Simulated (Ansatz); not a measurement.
Relaxed SrVO$_{3}$ (cubic perovskite):

```xyz
5
Lattice="3.8407 0.0000 0.0000 0.0000 3.8407 0.0000 0.0000 0.0000 3.8407" Properties=species:S:1:pos:R:3 pbc="T T T"
Sr     0.0000     0.0000     0.0000
V      1.9203     1.9203     1.9203
O      0.0000     1.9203     1.9203
O      1.9203     1.9203     0.0000
O      1.9203     0.0000     1.9203
```

In each cell atom 3 (O, nearest neighbour V at 1.920 Å; its periodic images, 3.8 Å or more away, move with it) moves by s·(0.577, 0.577, 0.577) (along Cartesian [111]), the rest being held.

Computed with r2SCAN (plane waves to 500 eV, PAW, scalar-relativistic; Ansatz, a first-principles code). k mesh 10×10×10 (Γ-centred), Fermi-Dirac smearing 0.05 eV. The energy includes the smearing's −TS. With partly filled bands, energies and forces of such displacements shift with the k mesh and the smearing. Relaxed SrVO3 ends ferromagnetic. SrVO3 is run spin-polarised and with no Hubbard U. SrVO3 was relaxed with its symmetry unable to fall. Other magnetic orders were not checked, so this need not be the ground state. ΔE is measured from the undisplaced structure. The last digit holds for this mesh only.

| s (Å) | ΔE (meV/cell) |
|---|---|
| -0.580 | 1584.5 |
| -0.464 | withheld |
| -0.348 | 553.9 |
| -0.232 | 240.6 |
| -0.116 | 59.2 |
| 0.000 | 0.0 |
| 0.116 | 59.2 |
| 0.232 | 240.6 |
| 0.348 | 553.9 |
| 0.464 | withheld |
| 0.580 | 1584.5 |

Task: Fit an even polynomial form (powers 2, 4, 6) to the given rows and predict ΔE at s = -0.464.

Result: Least squares on the 9 given rows: ΔE = (4367)·s² + (2088)·s⁴ + (-3178)·s⁶, in meV/cell with s in Å; root-mean-square residual 0.08 meV/cell. At -0.464 the fit gives 1005.3 meV/cell; the calculation gives 1000.8 meV/cell, so the interpolation is off by 4.5 (+0.4 %). The quadratic term alone would give 940.2 meV/cell.

(A displaced cell: forces are minus the slopes of the energy, force constants its curvatures, and phonons follow from these.)
